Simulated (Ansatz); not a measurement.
Values for one crystal, relaxed and computed with r²SCAN (plane waves, PAW; program Ansatz); other levels are named.

- Volume per atom = 7.91 Å³
- Band gap = 0.36 eV (indirect)
- Valence-band maximum = at Γ
- Gap with spin–orbit coupling = 0.35 eV
- Mechanical stability = stable (all eigenvalues of C positive)
- Poisson's ratio = 0.21
- Hole effective mass, band 3 of 3 at the edge = 0.22 along [100], 0.33 along [110], 0.39 along [111] (mₑ)

Task: Which compound is it?
(A) HfC, zinc blende
(B) YB3C3, Pm-3n (Y on 2a, B on 6d, C on 6c)
(C) BP, Pm-3n (B on 6d, P on 6c)
(D) AlN, Pm-3n (Al on 6d, N on 6c)

Result: B, YB3C3, Pm-3n (Y on 2a, B on 6d, C on 6c)

The start of the workflow was typed in or built on a structure type; neither database checked (COD, Materials Project) lists it. Whether it is the stable phase at ambient conditions was not checked. The cell was relaxed with r²SCAN under the symmetry of its start; whether a distortion lowers the energy is not shown. The run is not spin-polarised. Scalar-relativistic: spin–orbit coupling is off unless named, which matters more the heavier the elements.

Potentials: the earlier of the program's two PAW sets.
